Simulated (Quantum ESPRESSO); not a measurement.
# Computed records: Ca₂MgZnO₄ (made-up cell)

Calculation on a made-up crystal cell, not a measurement: periodic Kohn-Sham density functional theory in plane waves with PseudoDojo standard norm-conserving scalar-relativistic pseudopotentials, each functional with its own files (v0.5 for PBE, v0.4.1 for LDA and PBEsol), no spin polarisation, no spin-orbit coupling, atoms not relaxed, stress positive in tension, energies less a fixed whole-eV offset for each atom's element; levels are Kohn-Sham levels at fractions of this cell's reciprocal vectors, counted from the reference band (half the neutral cell's valence electrons, rounded up) at Gamma; error bars cover cutoff and k-mesh only, not smearing or the files; added strain carries the atoms with the cell, and shear is the tensor component; each bar is the largest change over components, and at least 0.002 eV, 0.002 eV per angstrom or 0.02 GPa; energies are for the whole cell, and the offsets were chosen from early runs and are not element reference energies. Program: Quantum ESPRESSO 7.5.

Entry: Ca₂MgZnO₄ (made-up cell)

Unstrained structure:
```cif
# cell vector a (Å): 4.4140 -0.0036 0.0193
# cell vector b (Å): -0.0036 4.4364 0.0542
# cell vector c (Å): 0.0193 0.0542 4.5124
data_Ca2MgZnO4
_symmetry_space_group_name_H-M 'P 1'
_symmetry_Int_Tables_number 1
_cell_length_a 4.4140
_cell_length_b 4.4367
_cell_length_c 4.5128
_cell_angle_alpha 88.612
_cell_angle_beta 89.505
_cell_angle_gamma 90.090
_cell_volume 88.35
loop_
_atom_site_label
_atom_site_type_symbol
_atom_site_fract_x
_atom_site_fract_y
_atom_site_fract_z
_atom_site_occupancy
Ca1 Ca 0.97412 0.96264 0.03216 1
Ca2 Ca 0.00283 0.50022 0.51891 1
Zn1 Zn 0.50950 0.97744 0.46534 1
Mg1 Mg 0.52228 0.49425 0.01109 1
O1 O 0.50295 0.98300 0.01162 1
O2 O 0.51165 0.50147 0.50214 1
O3 O 0.99850 0.96730 0.50279 1
O4 O 0.99697 0.49761 0.00926 1
```

Settings of this run: lattice type rocksalt, functional pbe, cutoff 1143 eV, fermi dirac smearing 0.025 eV, scf tolerance 1e-07 eV, electrons removed 0, added strain kind shear xy, added strain 0.0117, k mesh 4 x 4 x 4, shifted by half a step and structure shown before the added strain of 0.0117.

It finds free energy less offsets 1.519 eV; smearing term minus ts 0 eV; scf iterations 12; pressure 18.45 GPa; stress xx -19.37 GPa; stress yy -20.49 GPa; stress zz -15.5 GPa; stress yz 1.938 GPa; stress xz 1.048 GPa; stress xy 1.997 GPa; error bar energy 0.002 eV; error bar stress 0.039 GPa; error bar force 0.003012 eV/Å; error bars from tighter rerun of a related cell.

Atoms:
```csv
atoms element,atom site,atom energy offset (eV)
Ca,1,-1055
Ca,2,-1055
Zn,3,-5687
Mg,4,-1617
O,5,-452
O,6,-452
O,7,-452
O,8,-452
```

Forces:
```csv
site,x (eV/Å),y (eV/Å),z (eV/Å)
1,2.213,2.358,-1.787
2,0.7913,-2.289,0.05066
3,-0.4228,0.2446,0.8543
4,-0.8471,-0.3661,-0.2282
5,-1.34,0.2699,-0.08281
6,-0.5019,-0.3782,-0.02233
7,0.04042,1.845,0.9833
8,0.06707,-1.684,0.2321
```
